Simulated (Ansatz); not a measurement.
Computed with DFT PBE, scalar-relativistic, plane waves, PAW in Ansatz 0.2.0. Settings: cutoff 420 eV, Γ-centred meshes spaced at most about 0.3 Å⁻¹, and about 0.25 Å⁻¹ or finer for metals (2π included), Gaussian smearing. Collinear spin in cells that started with moments and kept them past the coarse steps, no spin elsewhere.

These are static total energies at zero pressure. All come from trial cells, and lower structures may exist.

Task: Order these relaxed structures of Sr2ZrO3 by energy, lowest first, with the energy over the lowest of them.
A.

```
Sr Zr O
1.0
     3.01820    1.74256    3.11558
    -3.01820    1.74256    3.11558
     0.00000   -3.48512    3.11558
Sr Zr O
2 1 3
Direct
  0.66442 0.66442 0.66442
  0.33558 0.33558 0.33558
  0.00000 0.00000 0.00000
  0.00000 0.00000 0.50000
  0.50000 0.00000 0.00000
  0.00000 0.50000 0.00000
```

B.

```
Sr Zr O
1.0
     3.47364    0.00000    0.00000
    -1.73682    3.00826    0.00000
     0.00000    0.00000    8.69202
Sr Zr O
2 1 3
Cartesian
  0.0000 2.0055 1.5369
  1.7368 1.0028 7.1551
  0.0000 0.0000 4.3460
  0.0000 2.0055 5.5086
  1.7368 1.0028 3.1834
  0.0000 0.0000 0.0000
```

C.

```
Sr Zr O
1.0
     3.93698   -3.99919    0.00000
     3.93698    3.99919    0.00000
     0.00000    0.00000    7.28418
Sr Zr O
2 1 3
Direct
  0.27737 0.27737 0.50000
  0.72263 0.72263 0.50000
  0.50000 0.50000 0.00000
  0.50000 0.50000 0.26712
  0.50000 0.50000 0.73288
  0.00000 0.00000 0.50000
```

Result: B (0 meV/atom), A (405 meV/atom), C (836 meV/atom). Forms: B Sr and Zr ordered on rock salt sites, P-3m1, no spin; A R-3m, moments up to 0.2 μB; C Cmmm, no spin. Counting O atoms around Sr and Zr (those within 1.25 times the shortest such distance or 1.15 times the sum of covalent radii; a plus sign parts nearer from farther groups): B has Sr 6, Zr 6; A has Sr 3, Zr 6; C has Sr 1+2, Zr 2.

A magnetic state wasn't ruled out in cells without spin, among them Cmmm. The magnetic state reached may not be the lowest. Cells relaxed within their symmetry can be saddle points. Some structure types and database cells were kept out of the candidates from the start, so a known form may be missing.
